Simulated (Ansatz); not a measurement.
**Frozen-phonon scan for HfO2 (fluorite)**

Relaxed HfO₂ (fluorite):

```yaml
crystal:
  lattice:
    - [0.00000, 5.05847, 5.05847]
    - [2.52923, 2.52923, 5.05847]
    - [2.52923, 2.52923, 0.00000]
  atoms:
    - { symbol: Hf, position: [0.00000, 0.00000, 0.00000] }
    - { symbol: Hf, position: [0.50000, 0.00000, 0.00000] }
    - { symbol: O, position: [0.00000, 0.25000, 0.25000] }
    - { symbol: O, position: [0.50000, 0.25000, 0.25000] }
    - { symbol: O, position: [0.00000, 0.75000, 0.75000] }
    - { symbol: O, position: [0.50000, 0.75000, 0.75000] }
```

A phonon eigenvector at X = (0.5, 0.5, 0.0) is frozen into this cell: atom i moves by Q times the vector below, so Q is the largest atomic displacement, in Å. The cell is held. (q is in reciprocal vectors of the primitive cell; the cell shown is doubled to hold the pattern.)

```json
[
 {"atom": "O3", "x": "0.000", "y": "0.000", "z": "1.000"},
 {"atom": "O4", "x": "0.000", "y": "0.000", "z": "-1.000"},
 {"atom": "O5", "x": "0.000", "y": "0.000", "z": "1.000"},
 {"atom": "O6", "x": "0.000", "y": "0.000", "z": "-1.000"}
]
```

Atoms not listed stay in place.

Calculation: r2SCAN (plane waves to 500 eV, PAW, scalar-relativistic; Ansatz, a quantum-chemistry and plane-wave program). k mesh 11×11×11 (Γ-centred), Fermi-Dirac smearing 0.05 eV. The energy includes the smearing's −TS. Compression counts positive. HfO2 is run without spin polarisation. HfO2 was relaxed with its symmetry unable to fall. Spin-orbit coupling is left out, though Hf is heavy. This is a high-temperature form of HfO2. ΔE is measured from the undisplaced structure.

```tsv
Q (Å)	ΔE (meV/cell)	−dE/dQ from forces (eV/Å)	P (GPa)
-0.440	484	6.677	19.6
-0.367	99	3.881	13.3
-0.293	-96	1.535	8.3
-0.220	-143	-0.129	4.5
-0.147	-99	-0.920	2.0
-0.073	-31	-0.786	0.5
0.000	0	0.000	0.0
0.073	-31	0.786	0.5
0.147	-99	0.920	2.0
0.220	-143	0.129	4.5
0.293	-96	-1.535	8.3
0.367	99	-3.881	13.3
0.440	484	-6.677	19.6
```

Summary:

```
Quantity                                                                                                                        Value
-----------------------------------------------------------  ------------------------------------------------------------------------
Energy at Q = 0.440 Å                                                                                                    484 meV/cell
Space group of the distorted cell                                                              P4_2/nmc (No. 137), lowered from Fm-3m
Symmetry of the curve                                                                                   even: the same for both signs
Shape of the curve                                           a double well: the undisplaced structure is a maximum between two minima
Position of the deepest minimum (fit)                                                                                0.23 Å from zero
Depth of the well (fit)                                                                                 144 meV/cell, cell held fixed
Harmonic wavenumber from the curvature (finite differences)                                                                 228i cm⁻¹
Wavenumber by perturbation theory (DFPT, on another k mesh)                                                                 230i cm⁻¹
```

(A displaced cell: forces are minus the slopes of the energy, force constants its curvatures, and phonons follow from these.)
